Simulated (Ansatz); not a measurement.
# MgTi2P2H2O10, one structure, two calculations

Cell: a Materials Project structure (computed, not necessarily an observed phase), taken as it stands.

```cif
data_structure
_symmetry_space_group_name_H-M 'P 1'
_symmetry_Int_Tables_number 1
_cell_length_a 5.2699
_cell_length_b 5.4803
_cell_length_c 7.3540
_cell_angle_alpha 108.034
_cell_angle_beta 109.300
_cell_angle_gamma 95.477
_cell_volume 185.92
loop_
_atom_site_label
_atom_site_type_symbol
_atom_site_fract_x
_atom_site_fract_y
_atom_site_fract_z
_atom_site_occupancy
Mg1 Mg 0.74649 0.41540 0.73440 1
Ti2 Ti 0.00445 0.01525 0.47658 1
Ti3 Ti 0.00799 0.03431 0.02646 1
H4 H 0.30194 0.81467 0.27011 1
H5 H 0.67500 0.95025 0.65660 1
P6 P 0.65780 0.39627 0.24751 1
P7 P 0.32680 0.66164 0.75140 1
O8 O 0.85579 0.07566 0.72868 1
O9 O 0.74823 0.28785 0.42858 1
O10 O 0.31482 0.36426 0.63584 1
O11 O 0.35895 0.26419 0.09770 1
O12 O 0.84468 0.33198 0.12201 1
O13 O 0.11603 0.68160 0.85774 1
O14 O 0.63521 0.75142 0.90286 1
O15 O 0.68350 0.69671 0.34000 1
O16 O 0.27993 0.81973 0.60834 1
O17 O 0.15489 0.91380 0.25804 1
```

Sites (sets of like atoms) are named by element and the number of their first atom in this list.

First run. All values are calculated (Ansatz; DFT, PBE, plane waves and PAW, scalar-relativistic, collinear spin, 420 eV cutoff, Γ-centred 5×5×4 k-points, Fermi–Dirac smearing 0.02 eV), not measured. Start moments as typed (μB): 0 1 -1 0 0 0 0 0 0 0 0 0 0 0 0 0 0 by atom.

```json
{"site": "Mg", "atom": "1", "V_zz (10²¹ V/m²)": "2.07", "η": "0.59", "m (μB)": "0.00"}
{"site": "Ti2", "atom": "2", "V_zz (10²¹ V/m²)": "7.68", "η": "0.77", "m (μB)": "0.55"}
{"site": "Ti3", "atom": "3", "V_zz (10²¹ V/m²)": "6.10", "η": "0.63", "m (μB)": "-0.53"}
{"site": "H4", "atom": "4", "V_zz (10²¹ V/m²)": "3.67", "η": "0.04", "m (μB)": "0.00"}
{"site": "H5", "atom": "5", "V_zz (10²¹ V/m²)": "3.49", "η": "0.04", "m (μB)": "0.00"}
{"site": "P6", "atom": "6", "V_zz (10²¹ V/m²)": "1.11", "η": "0.48", "m (μB)": "0.00"}
{"site": "P7", "atom": "7", "V_zz (10²¹ V/m²)": "1.83", "η": "0.34", "m (μB)": "0.00"}
{"site": "O8", "atom": "8", "V_zz (10²¹ V/m²)": "10.08", "η": "0.32", "m (μB)": "0.00"}
{"site": "O9", "atom": "9", "V_zz (10²¹ V/m²)": "9.43", "η": "0.43", "m (μB)": "0.00"}
{"site": "O11", "atom": "11", "V_zz (10²¹ V/m²)": "9.38", "η": "0.08", "m (μB)": "0.00"}
{"site": "O13", "atom": "13", "V_zz (10²¹ V/m²)": "9.34", "η": "0.49", "m (μB)": "0.00"}
{"site": "O15", "atom": "15", "V_zz (10²¹ V/m²)": "9.08", "η": "0.26", "m (μB)": "-0.01"}
{"site": "O16", "atom": "16", "V_zz (10²¹ V/m²)": "9.08", "η": "0.17", "m (μB)": "0.00"}
{"site": "O17", "atom": "17", "V_zz (10²¹ V/m²)": "10.48", "η": "0.30", "m (μB)": "0.00"}
```

Second run. The same atoms and settings, except that the functional is r2SCAN and the cutoff is 500 eV.

Q: Given the first result, estimate the second.

A: 

```csv
site,atom,V_zz,η,change of V_zz,m (μB)
Mg,1,2.06,0.58,-0.01,0.00
Ti2,2,8.81,0.55,+1.13,0.65
Ti3,3,6.97,0.75,+0.87,-0.64
H4,4,3.59,0.05,-0.08,0.00
H5,5,3.42,0.05,-0.07,0.00
P6,6,1.17,0.40,+0.06,0.00
P7,7,2.00,0.26,+0.17,0.00
O8,8,10.78,0.30,+0.70,0.00
O9,9,9.44,0.43,+0.01,0.00
O11,11,9.50,0.08,+0.12,0.00
O13,13,9.52,0.47,+0.18,0.00
O15,15,9.27,0.26,+0.19,-0.01
O16,16,9.26,0.18,+0.18,0.00
O17,17,11.08,0.25,+0.60,0.00
```

The largest change of V_zz is on Ti2, from 7.68 to 8.81. In per cent, |V_zz| changes by 0 on Mg, +14 to +15 on Ti, -2 on H, +6 to +9 on P, 0 to +7 on O (all sites that start above 0.5). Where |V_zz| stays above 0.1, η moves most on Ti2, from 0.77 to 0.55. The table leaves out 3 of the 17 sites, with |V_zz| up to 9.37; their tensors move by 0.20 at most along any direction. The statements above cover all sites. The absolute magnetisation of the cell goes from 1.7 to 2.0 μB.

The magnetic order is the one that the run reached from its start moments, not necessarily the measured one.
For the first run: The largest force is 0.5 eV/Å, so the atoms aren't at the calculated equilibrium and relaxing them would move these values. With a gap of 0.2 eV on this mesh, the gradients can still move by some per cent as the k-mesh gets denser.
For the second run: At this cell the principal stresses reach 6 GPa in size with r2SCAN, which can matter for small gradients. The largest force is 0.8 eV/Å, so the atoms aren't at the calculated equilibrium and relaxing them would move these values. The program didn't check the stability of this electronic state in full, so a lower one may lie near.
